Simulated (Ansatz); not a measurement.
BaF$_{2}$:
```yaml
crystal:
  lattice:
    - [0.00000, 3.09736, 3.09736]
    - [3.09736, 0.00000, 3.09736]
    - [3.09736, 3.09736, 0.00000]
  atoms:
    - { symbol: Ba, position: [0.00000, 0.00000, 0.00000] }
    - { symbol: F, position: [0.25000, 0.25000, 0.25000] }
    - { symbol: F, position: [0.75000, 0.75000, 0.75000] }
```

r²SCAN (plane waves, PAW; program Ansatz) gives a gap of 7.41 eV without spin–orbit coupling, maximum on the K–Γ line, 37 % of the way from K, minimum at Γ.

**Question.** What happens when spin–orbit coupling is switched on?

**Answer.** The gap decreases by 0.01 eV, to 7.40 eV; maximum on the K–Γ line, 37 % of the way from K, minimum at Γ.

**Question.** Give the electron effective mass with spin–orbit coupling.

**Answer.** 0.50 mₑ (isotropic).

**Question.** Give the hole effective mass with spin–orbit coupling.

**Answer.** 2.9, 4.3, 7.0 mₑ (principal values).

Space group Fm-3m (fluorite). Symmetry was held in the r²SCAN relaxation.

Potentials: the later of the program's two PAW sets.
